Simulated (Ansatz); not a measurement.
Li (bcc (W type), Im-3m) under volume change, the program Ansatz at the LDA level (PAW), scaled uniformly.

```tsv
V (Å³/atom)	E − E(relaxed) (meV/atom)	P (GPa)
17.291	8.4	1.68
17.861	3.6	1.05
18.431	0.9	0.50
19.001	0.0	0.01
19.571	0.7	-0.41
20.141	2.9	-0.78
20.711	6.3	-1.11
```

Q: What does a third-order Birch–Murnaghan fit give for V₀, B₀ and B′?

A: V₀ = 19.02 Å³/atom, B₀ = 15.1 GPa, B′ = 3.4.

Symmetry was held in the LDA relaxation.

Potentials: the later of the program's two PAW sets.
